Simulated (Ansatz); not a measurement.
# TiSeF₂: rattling a relaxed structure

It was reached by relaxing an invented guess, and it needn't be the stable form of this composition.

Theory: DFT PBE, scalar-relativistic, plane waves, PAW (Ansatz). Settings: cutoff 420 eV, Γ-centred mesh 10×10×8 on the computed 4-atom cell, Gaussian smearing of 0.10 eV; no spin polarisation.

The cell below (4 atoms, space group P4/mmm (No. 123)) is relaxed within its symmetry.

```
Ti Se F
1.0
     3.92078    0.00000    0.00000
     0.00000    3.92078    0.00000
     0.00000    0.00000    4.93637
Ti Se F
1 1 2
Cartesian
  0.0000 0.0000 0.0000
  0.0000 0.0000 2.4682
  1.9604 0.0000 0.0000
  0.0000 1.9604 0.0000
```

For the test a repeat of it with 8 atoms (edges 3.92, 4.94, 7.84 Å) was strained at random (σ = 1.5 % a component), the atoms were moved at random (σ = 0.15 Å), and all was relaxed again on a coarse 6×4×4 mesh (in the run’s order of axes) with 0.20 eV smearing, with no symmetry imposed.

Question: What happens?

Answer: It doesn't return. The energy falls by 48 meV/atom on that mesh, the volume changes by 5.7 %, and the end has space group P4mm (No. 99) at a loose tolerance. Relaxed again on an 8×8×6 mesh with 0.02 eV smearing, the new structure lies 39 meV/atom below the first (mesh in the axes of the run's cell; the cell below is made exact in the group named). Space group P4mm (No. 99), tetragonal, a = 3.885 Å, c = 5.316 Å. Ti has 4 F at 1.97 Å, 1 Se at 2.23 Å and 1 Se at 3.08 Å; Se has 1 Ti at 2.23 Å; F has 2 Ti at 1.97 Å.

```cif
data_structure
_symmetry_space_group_name_H-M 'P4mm'
_symmetry_Int_Tables_number 99
_cell_length_a 3.8851
_cell_length_b 3.8851
_cell_length_c 5.3165
_cell_angle_alpha 90.000
_cell_angle_beta 90.000
_cell_angle_gamma 90.000
_cell_volume 80.25
loop_
_atom_site_label
_atom_site_type_symbol
_atom_site_symmetry_multiplicity
_atom_site_Wyckoff_symbol
_atom_site_fract_x
_atom_site_fract_y
_atom_site_fract_z
_atom_site_occupancy
Ti1 Ti 1 b 0.50000 0.50000 0.95020 1
Se1 Se 1 b 0.50000 0.50000 0.53014 1
F1 F 2 c 0.50000 0.00000 0.00983 1
```
